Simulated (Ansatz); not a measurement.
A trial structure of Zn₂SnN was built thus: random cell by space group and Wyckoff sites (P-6m2, No. 187). Lengths were set from tabulated atomic sizes, so they are only a guess.

```cif
data_structure
_symmetry_space_group_name_H-M 'P 1'
_symmetry_Int_Tables_number 1
_cell_length_a 4.0691
_cell_length_b 4.0691
_cell_length_c 5.3936
_cell_angle_alpha 90.000
_cell_angle_beta 90.000
_cell_angle_gamma 120.000
_cell_volume 77.34
loop_
_atom_site_label
_atom_site_type_symbol
_atom_site_fract_x
_atom_site_fract_y
_atom_site_fract_z
_atom_site_occupancy
Zn1 Zn 0.33333 0.66667 0.72421 1
Zn2 Zn 0.33333 0.66667 0.27579 1
Sn1 Sn 0.00000 0.00000 0.00000 1
N1 N 0.66667 0.33333 0.50000 1
```

Theory: Ansatz, DFT PBE, scalar-relativistic, plane waves, PAW. Cutoff 420 eV, Gaussian smearing, Γ-centred meshes. Cell and atoms relax first on a coarse mesh and then on a finer one. In between, the cell is made exact in the group found at 0.06 Å. In metals the finer mesh still leaves noise of several meV/atom or more. The steps can't lower the symmetry of their start. No spin polarisation.

A guess keeps its type if space group and coordination stay and the shape of the cell changes little (axis ratios within about 15 %, angles within 6°); the volume may change.

Question: Does it keep its structure type, or change into something else?

Answer: It doesn't keep its type. The symmetry stays P-6m2 (No. 187). The volume per atom shrinks by 17.8 %, from 19.3 to 15.9 Å³. The shortest distance goes from 2.42 Å (Zn–Zn) to 2.18 Å (Zn–N). The ratio c/a of the conventional cell changes by a factor of 1.74. Counting neighbours within 15 % of an atom's shortest distance, the start has N 6, Sn 6, Zn 7 and the end N 6, Sn 12, Zn 4. In detail, at the end around Zn lie 3 N at 2.18 Å, 1 Zn at 2.37 Å and 3 Sn at 3.07 Å; Sn is surrounded by 6 Zn at 3.07 Å and 6 Sn at 3.17 Å; N is surrounded by 6 Zn at 2.18 Å.

```yaml
crystal:
  lattice:
    - [3.17163, 0.00000, 0.00000]
    - [-1.58581, 2.74671, 0.00000]
    - [0.00000, 0.00000, 7.29485]
  atoms:
    - { symbol: Zn, position: [0.33333, 0.66667, 0.66268] }
    - { symbol: Zn, position: [0.33333, 0.66667, 0.33732] }
    - { symbol: Sn, position: [0.00000, 0.00000, 0.00000] }
    - { symbol: N, position: [0.66667, 0.33333, 0.50000] }
```

Energies over the elements count from the elements' standard structures at the same level (N₂ as a molecule), with no fitted energy shifts. The references include grey tin.

Question: At what energy does it end?

Answer: +0.38 eV/atom. The separate elements lie lower, so it is unstable against them.

The last run used an 18×18×6 mesh (in the run's order of axes) for its 4-atom cell and Gaussian smearing of 0.10 eV. An odd number of electrons in the primitive cell allows no gap without spin; a larger cell or a magnetic state could open one. Symmetry constrained the relaxation, so the result can be a saddle point.
